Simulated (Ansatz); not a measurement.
MoS2 with Ge replacing Mo: gradients before and after relaxing the atoms

Start: a supercell of MoS2 (space group P6_3/mmc) built from a structure deposited in the COD, with all atoms left at the host's positions.

Space group P-6m2 (No. 187); a = 9.5070, c = 12.3240 Å, γ = 120.00°.

```
site  Wyckoff  site symmetry       x       y       z
  Ge       1a           -6m2  0.0000  0.0000  0.0000
 Mo2       6l            m..  0.0000  0.3333  0.0000
 Mo6       1c           -6m2  0.3333  0.6667  0.0000
 Mo8       1e           -6m2  0.6667  0.3333  0.0000
Mo10       3k            mm2  0.1111  0.8889  0.5000
Mo12       3k            mm2  0.1111  0.5556  0.5000
Mo14       3k            mm2  0.4444  0.2222  0.5000
 S19       2g            3m.  0.0000  0.0000  0.3730
 S20      12o              1  0.0000  0.3333  0.3730
 S24       2h            3m.  0.3333  0.6667  0.3730
 S26       2i            3m.  0.6667  0.3333  0.3730
 S28       6n            .m.  0.1111  0.8889  0.8730
 S30       6n            .m.  0.1111  0.5556  0.8730
 S32       6n            .m.  0.4444  0.2222  0.8730
```

One atom of each set is listed.

All values are calculated (Ansatz; DFT, PBE, plane waves and PAW, scalar-relativistic, 420 eV cutoff, Γ-centred 3×3×2 k-points, Fermi–Dirac smearing 0.01 eV), not measured.

The largest force at the start is 1.1 eV/Å. Relaxing the ions at fixed cell moves them by 0.078 Å at most (atom 4, Mo) and 0.036 Å rms.

```
site  moved (Å)              first shell before               first shell after  V_zz before (10²¹ V/m²)  η before
  Ge      0.000                   6 S at 2.41 Å                   6 S at 2.43 Å                    -4.22      0.00
 Mo2      0.078                   6 S at 2.41 Å              6 S at 2.38–2.41 Å                    -9.19      0.22
 Mo6      0.000                   6 S at 2.41 Å                   6 S at 2.41 Å                    -7.39      0.00
 Mo8      0.000                   6 S at 2.41 Å                   6 S at 2.41 Å                    -8.27      0.00
Mo14      0.000                   6 S at 2.41 Å                   6 S at 2.41 Å                    -7.39      0.01
 S19      0.003                  3 Mo at 2.41 Å                  3 Mo at 2.41 Å                    -5.30      0.00
 S26      0.003                  3 Mo at 2.41 Å                  3 Mo at 2.41 Å                    -5.12      0.00
 S28      0.065  2 Mo at 2.41 Å, 1 Ge at 2.41 Å  2 Mo at 2.41 Å, 1 Ge at 2.43 Å                    -3.50      0.08
 S30      0.036                  3 Mo at 2.41 Å             3 Mo at 2.38–2.41 Å                    -4.73      0.06
 S32      0.013                  3 Mo at 2.41 Å                  3 Mo at 2.41 Å                    -5.43      0.05
```

**Question.** How do the gradients change?

**Answer.** 

| site | V_zz after | η after | change of V_zz |
| --- | --- | --- | --- |
| Ge | -4.24 | 0.00 | -0.02 |
| Mo2 | -9.52 | 0.48 | -0.33 |
| Mo6 | -6.20 | 0.00 | +1.19 |
| Mo8 | -8.47 | 0.00 | -0.20 |
| Mo14 | -7.52 | 0.01 | -0.13 |
| S19 | -5.38 | 0.00 | -0.08 |
| S26 | -5.22 | 0.00 | -0.10 |
| S28 | -4.64 | 0.02 | -1.14 |
| S30 | -4.59 | 0.22 | +0.14 |
| S32 | -5.73 | 0.08 | -0.30 |

The largest change of V_zz is on Mo6, from -7.39 to -6.20. In per cent, |V_zz| changes by 0 on Ge, -16 to +4 on Mo, -3 to +33 on S (all sites that start above 2). Where |V_zz| stays above 0.1, η moves most on Mo2, from 0.22 to 0.48. The table leaves out 4 of the 14 sites, with |V_zz| up to 7.56; their tensors move by 0.08 at most along any direction. The statements above cover all sites. The host's own positions weren't relaxed first, so part of the change far from the defect can be the host's relaxation.

The run isn't spin-polarised, and a state with spin may lie lower. The defect repeats with the cell of 54 atoms, so it feels its images: sites between two images don't show the values beside a lone defect, and zeros or small values of η there can come from the images' arrangement. Mo and S carry a gradient in the pure host already, so the values there aren't the defect's effect alone. The defect cell has no gap above 0.1 eV on its mesh, so the values can hang on the smearing and the k-mesh. Without spin–orbit coupling (the program notes it for Mo) the gradients can shift somewhat, as the gap is small.
Before: The neighbours have not yet relaxed around the defect (largest force 1.1 eV/Å), so a real crystal will differ.
After: The relaxation keeps the site symmetry -6m2 of the start, so the impurity can't leave its site; a distortion that would localise the partly filled state isn't explored.
